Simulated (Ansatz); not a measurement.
Cu$_{2}$O (cuprite type, space group Pn-3m)

```
CELL_PARAMETERS angstrom
      4.29840     0.00000     0.00000
      0.00000     4.29840     0.00000
      0.00000     0.00000     4.29840
ATOMIC_POSITIONS crystal
  Cu 0.75000 0.75000 0.75000
  Cu 0.75000 0.25000 0.25000
  Cu 0.25000 0.75000 0.25000
  Cu 0.25000 0.25000 0.75000
  O  0.00000 0.00000 0.00000
  O  0.50000 0.50000 0.50000
```

Equation-of-state scan: isotropic scaling of the cell above, V₀ being its volume. Symmetry pins the atoms to their sites.

All values below come from PBE (plane waves to 420 eV, PAW, scalar-relativistic; Ansatz, a quantum-chemistry and plane-wave program). k mesh 8×8×8 (Γ-centred), Fermi-Dirac smearing 0.05 eV. Energies are smeared free energies. Stress and pressure are positive under compression. Cu2O is run without spin polarisation. Cu2O was relaxed with its symmetry unable to fall. ΔE is measured from the relaxed starting cell.

| V (Å³/atom) | ΔE (meV/atom) |
|---|---|
| 12.442 | 18.7 |
| 12.641 | 10.2 |
| 12.839 | 4.4 |
| 13.038 | 1.1 |
| 13.236 | 0.0 |
| 13.435 | 1.0 |
| 13.634 | 4.0 |
| 13.832 | withheld |
| 14.031 | 14.9 |

Fit a third-order Birch-Murnaghan form (E₀, V₀, B₀, B₀′ free) to the given rows and predict ΔE at V = 13.832.

Least squares on the 8 given rows: ΔE = E₀ + (9V₀B₀/16)·y²·[2 + (B₀′ − 4)y], y = (V₀/V)^(2/3) − 1, with V₀ = 13.236 Å³/atom, B₀ = 111.7 GPa (160.2 GPa = 1 eV/Å³; the term in eV is multiplied by 1000), B₀′ = 4.78, E₀ = 0.02 meV/atom; root-mean-square residual 0.02 meV/atom. At 13.832 the fit gives 8.6 meV/atom; the calculation gives 8.6 meV/atom, the same to the digits shown. For the pressure the fit gives -4.43 GPa against the computed -4.44 GPa.

(A scan under strain: stresses follow from slopes of the energy per volume, elastic moduli from its curvatures.)
